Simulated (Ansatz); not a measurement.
An Ansatz (a program for electronic structure) run. Input:

Ansatz 0.2 input:
```yaml
crystal:
  lattice:
    - [0.0, 2.5133013713, 2.5133013713]
    - [2.5133013713, 0.0, 2.5133013713]
    - [2.5133013713, 2.5133013713, 0.0]
  atoms:
    - { symbol: Hf, position: [0.0, 0.0, 0.0] }
    - { symbol: C, position: [0.25, 0.25, 0.25] }
kpoints:
  mp_grid: { grid: [10, 10, 10] }
hamiltonian:
  xc: r2scan
  pseudopotentials: { kind: paw }
scf:
  occupations: { method: fixed }
elastic: { mode: relaxed_ion, stencil: two_point, amplitude: 0.005, f_tol: 0.0005 }
output: { polarization: {} }
```

Output (shortened):

```
Pseudopotentials: kind: paw
Pseudopotential: Hf, paw, valence charge 26
Pseudopotential: C, paw, valence charge 4
Functional definition: r2SCAN
Crystal: 2 atoms, lattice volume = 31.751 Å³
Basis set: ecut = 500 eV, 821 PW (Γ), exchange–correlation on 108×108×108 points (64 copies of the dense FFT grid, shifted against one another)
Bands: 19, of which v1, the nominal top of the filled ones, is band 15 counted from 1 (14 counted from 0)
Symmetry: 24 space group operations
Space group: F-43m (ITA 216), of the structure as read, at distance tolerance 3.2e-5 Å
k-points: 47 of 1000 (time reversal used)
PAW frozen core: Hf, regenerated for the run's functional
PAW frozen core: C, regenerated for the run's functional
Initial wavefunctions: pseudopotential atomic-orbital guess
Eigensolver: davidson
Functional: x = r2scan, c = r2scan; τ floored in thin density (d = 2e-4 eV/Å³)
all-band conjugate gradients solve this SCF's bands
SCF 1 converged in 11 iterations: F = -15985.639433 eV  dr2 = 3.43e-15
Crystal: 2 atoms, lattice volume = 31.751 Å³
Initial density: handed on by an earlier stage of this run
Initial wavefunctions: those handed on with the density
SCF 2 converged in 2 iterations: F = -15985.639433 eV  dr2 = 6.68e-16
Crystal: 2 atoms, lattice volume = 31.593 Å³
Symmetry: 8 space group operations
k-points: 102 of 1000 (time reversal used)
Initial wavefunctions: pseudopotential atomic-orbital guess (no wavefunctions were taken with the density)
SCF 3 converged in 10 iterations: F = -15985.638950 eV  dr2 = 1.90e-15
Crystal: 2 atoms, lattice volume = 31.910 Å³
Basis set: ecut = 500 eV, 869 PW (Γ), exchange–correlation on 108×108×108 points (64 copies of the dense FFT grid, shifted against one another)
SCF 4 converged in 10 iterations: F = -15985.638970 eV  dr2 = 1.79e-15
Crystal: 2 atoms, lattice volume = 31.751 Å³
Basis set: ecut = 500 eV, 845 PW (Γ), exchange–correlation on 108×108×108 points (64 copies of the dense FFT grid, shifted against one another)
Symmetry: 4 space group operations
k-points: 171 of 1000 (time reversal used)
SCF 5 converged in 11 iterations: F = -15985.639160 eV  dr2 = 7.34e-15
relax step   1: F+E_penalty+E_count = -15985.63916027 eV  Δ(F+E_penalty+E_count) = +0.000e0 eV  max|allowed force component| = 5.158e-2 eV/Å  Δτ_max = 0.0000 Å  (11 SCF iters, accepted)
density extrapolation: transplant  |δρ|_rms = 5.599e-2 e/Å³  SAD shift = 1.021e-2 e/Å³
Crystal: 2 atoms, lattice volume = 31.751 Å³
SCF 6 converged in 9 iterations: F = -15985.639260 eV  dr2 = 3.87e-14
relax step   2: F+E_penalty+E_count = -15985.63926042 eV  Δ(F+E_penalty+E_count) = -1.001e-4 eV  max|allowed force component| = 8.735e-3 eV/Å  Δτ_max = 0.0017 Å  (9 SCF iters, accepted)
density extrapolation: transplant  |δρ|_rms = 5.599e-2 e/Å³  SAD shift = 2.082e-3 e/Å³
Crystal: 2 atoms, lattice volume = 31.751 Å³
SCF 7 converged in 7 iterations: F = -15985.639263 eV  dr2 = 7.70e-14
relax step   3: F+E_penalty+E_count = -15985.63926337 eV  Δ(F+E_penalty+E_count) = -2.957e-6 eV  max|allowed force component| = 4.185e-7 eV/Å  Δτ_max = 0.0003 Å  (7 SCF iters, accepted)
Crystal: 2 atoms, lattice volume = 31.751 Å³
SCF 8 converged in 2 iterations: F = -15985.639263 eV  dr2 = 2.55e-14
Crystal: 2 atoms, lattice volume = 31.751 Å³
SCF 9 converged in 11 iterations: F = -15985.639160 eV  dr2 = 8.18e-15
relax step   1: F+E_penalty+E_count = -15985.63916027 eV  Δ(F+E_penalty+E_count) = +0.000e0 eV  max|allowed force component| = 5.158e-2 eV/Å  Δτ_max = 0.0000 Å  (11 SCF iters, accepted)
density extrapolation: transplant  |δρ|_rms = 5.599e-2 e/Å³  SAD shift = 1.021e-2 e/Å³
Crystal: 2 atoms, lattice volume = 31.751 Å³
SCF 10 converged in 9 iterations: F = -15985.639260 eV  dr2 = 3.80e-14
relax step   2: F+E_penalty+E_count = -15985.63926042 eV  Δ(F+E_penalty+E_count) = -1.001e-4 eV  max|allowed force component| = 8.735e-3 eV/Å  Δτ_max = 0.0017 Å  (9 SCF iters, accepted)
density extrapolation: transplant  |δρ|_rms = 5.599e-2 e/Å³  SAD shift = 2.082e-3 e/Å³
Crystal: 2 atoms, lattice volume = 31.751 Å³
SCF 11 converged in 7 iterations: F = -15985.639263 eV  dr2 = 6.67e-14
relax step   3: F+E_penalty+E_count = -15985.63926337 eV  Δ(F+E_penalty+E_count) = -2.957e-6 eV  max|allowed force component| = 3.921e-7 eV/Å  Δτ_max = 0.0003 Å  (7 SCF iters, accepted)
Crystal: 2 atoms, lattice volume = 31.751 Å³
SCF 12 converged in 2 iterations: F = -15985.639263 eV  dr2 = 2.29e-14
SCF converged after 2 iterations
Free energy (F): -15985.639433 eV
Harris-Foulkes:  -15985.639433 eV  (|F-HF|=3.64e-12)
Internal energy: -15985.639433 eV  (E = F + TS)
E sigma→0 (E₀):  -15985.639433 eV
Fermi energy:    14.769756 eV
--- Per-component energies (eV) ---
  E_band       = -52.778454
  E_kinetic    = 512.218820
  E_local      = -5802.331976  (includes V_loc(G=0)·N_el)
  E_nonlocal   = -1221.158928
  E_hartree    = 2692.814983
  E_xc         = -331.061659
  E_vxc        = -358.692755  (∫ρ·V_xc dr)
  E_paw        = -7053.066646  (= ΣΔE_a)
  E_vpaw       = 1413.865960  (= ΣTr[D̂ρ^β])
  E_aug_tail   = 0.000003  (compensation charges beyond the density's cutoff)
  E_vtau       = 17.690455  (kinetic-family band-sum trace: ∫τ·v_τ [+ j·A + Jᵃ·Aᵃ] dr)
  E_ewald      = -4783.350778
  E_core_change = 0.296748  (= ΣΔE_core)
  E_smearing   =  0.000000  (= −TS)
  E_closure    = 0.000000  (closes the sum)
  Σ components = -15985.639433   (vs F -15985.639433, Δ=0.00e0)
--- Forces (eV/Å), atoms counted from 1 ---
  atom   1  Hf     0.00000000     0.00000000     0.00000000
  atom   2  C      0.00000000     0.00000000     0.00000000
  max |Σ_I F_I| component: 4.81e-16 eV/Å
--- Stress (GPa, compression-positive) ---
        0.012149       0.000000       0.000000
        0.000000       0.012149       0.000000
        0.000000       0.000000       0.012149
  P = ⅓ Tr σ = 0.0121 GPa (0.121 kbar)
  The stress holds the Pulay correction. Without it, at fixed plane waves, as pw.x and ABINIT print it: P = -0.0071 GPa
  The stress includes an estimate of the error left by incomplete SCF convergence (largest component  0.0000 GPa …
--- Band table (eV; the first three rows and the last of 47) ---
  k-point 0: bands = ["-47.8868", "-15.8201", "-15.8201", "-15.8201", "3.0518", "3.6830", "3.6830", "3.6830", "3.7303", "3.7303", "3.7303", "4.1597", "12.4138", "12.4138", "12.4138", "18.6088", "18.7606", "18.7606", "24.5334"]
  k-point 1: bands = ["-47.8853", "-15.8545", "-15.8250", "-15.8250", "3.1422", "3.6832", "3.6848", "3.6848", "3.7270", "3.7270", "3.7304", "4.2319", "12.1941", "12.5007", "12.5007", "18.6225", "18.6225", "19.0969", "24.2348"]
  k-point 2: bands = ["-47.8815", "-15.9432", "-15.8378", "-15.8378", "3.3301", "3.6845", "3.6889", "3.6889", "3.7193", "3.7193", "3.7307", "4.4709", "11.7930", "12.7097", "12.7097", "18.4376", "18.4376", "20.0953", "23.7496"]
  k-point 46: bands = ["-47.8665", "-16.0990", "-16.0085", "-15.9498", "3.6474", "3.6832", "3.6932", "3.7019", "3.7074", "3.7079", "3.7128", "5.8396", "11.6301", "13.1500", "14.7698", "15.3630", "18.7042", "20.3677", "21.5634"]
  band table: 19 of 19 bands, residual norms ≤ 1.0e-3 eV
--- Elastic constants: 2 strain directions × 2 members + reference (group order 24) ---
  dense FFT box of the reference and of every strained cell: 27×27×27
  strains applied: 11, 23; error gains: componentwise 1.00 (the most a stress slope's error grows in a printed constant), spectral 1.73 (1 for all six strains …
  C = ∂σ_k/∂η_j (tension-positive GPa; Voigt order 11 22 33 23 13 12):
       190.997    150.445    150.445      0.000      0.000      0.000
       150.445    190.997    150.445      0.000      0.000      0.000
       150.445    150.445    190.997      0.000      0.000      0.000
         0.000      0.000      0.000     68.500      0.000      0.000
         0.000      0.000      0.000      0.000     68.500      0.000
         0.000      0.000      0.000      0.000      0.000     68.500
  reference stress σ⁰ (GPa):     -0.012     -0.012     -0.012      0.000      0.000      0.000
  moduli (Voigt/Reuss/Hill, GPa): K = 163.96/163.96/163.96   G = 49.21/35.10/42.16   E = 116.49   ν = 0.382
  mechanically stable: yes (min eigenvalue of sym C = 40.55 GPa)
  e, the proper piezoelectric tensor (elastic.mode: relaxed_ion; C/m²; rows x y z; Voigt order 11 22 33 23 13 12):
       0.00000    0.00000    0.00000   -0.10964    0.00000    0.00000
       0.00000    0.00000    0.00000    0.00000   -0.10964    0.00000
       0.00000    0.00000    0.00000    0.00000    0.00000   -0.10964
  ±, each entry's uncertainty from the finite density of the strings (C/m²), an estimate: the size of the correction for it that the entry includes:
       0.00000    0.00000    0.00000    0.06219    0.00000    0.00000
       0.00000    0.00000    0.00000    0.00000    0.06219    0.00000
       0.00000    0.00000    0.00000    0.00000    0.00000    0.06219
  strain η (Voigt 11):  stress-route row diagonal C_11 = 191.00 GPa, energy-path curvature d²(F+E_count+ΔE)/dδ²/Ω₀ = 191.00 GPa
         δ    σ_11 (GPa)             F (eV)   n_scf  n_hpsi   n_pw
    -5.000e-3      -0.9631      -15985.6389497      10   44406    821   relax 0 steps, max|allowed force component| 3.05e-16 eV/Å
     5.000e-3       0.9469      -15985.6389703      10   45118    869   relax 0 steps, max|allowed force component| 3.33e-16 eV/Å
  strain η (Voigt 23):  stress-route row diagonal C_44 = 68.50 GPa, energy-path curvature d²(F+E_count+ΔE)/dδ²/Ω₀ = 68.50 GPa
         δ    σ_23 (GPa)             F (eV)   n_scf  n_hpsi   n_pw
    -5.000e-3      -0.3425      -15985.6392634       2   30146    845   relax 3 steps, max|allowed force component| 4.19e-7 eV/Å
     5.000e-3       0.3425      -15985.6392634       2   30117    845   relax 3 steps, max|allowed force component| 3.92e-7 eV/Å
--- Formal polarisation (Berry phase): one branch of a lattice of values; only differences between neighbouring runs are physical ---
  axis  mesh            electronic          ionic      p = total  spread (rad)  least overlap  resolved gap  δp at fixed H ≤   (phases in cycles; p mod 2 …
  b1    10×10×10        0.00000000     1.00000000     1.00000000      1.021226         0.9018        0.5933           9.2e-6
  b2    10×10×10        0.00000000     1.00000000     1.00000000      1.021226         0.9018        0.5933           9.2e-6
  b3    10×10×10        0.00000000     1.00000000     1.00000000      1.021226         0.9018        0.5933           9.2e-6
  quantum along a1:   0.22388545 e/Å² =   358.704029 µC/cm²
  quantum along a2:   0.22388545 e/Å² =   358.704029 µC/cm²
  quantum along a3:   0.22388545 e/Å² =   358.704029 µC/cm²
  P = (  0.15831092,   0.15831092,   0.15831092) e/Å² = (  253.642052,   253.642052,   253.642052) µC/cm²  (mod the quanta)
```

Cost: about 4 core-minutes (a rough figure) on shared cores.

The start of the workflow was typed in or built on a structure type; neither database checked (COD, Materials Project) lists it. It is not the phase usual at ambient conditions (space group No. 225). The r²SCAN relaxation kept the symmetry of its start; its stability against distortions is not shown here. No spin polarisation was allowed. Spin–orbit coupling is left out wherever it is not named.

Potentials: the later of the program's two PAW sets.

Ansatz is a plane-wave DFT program.
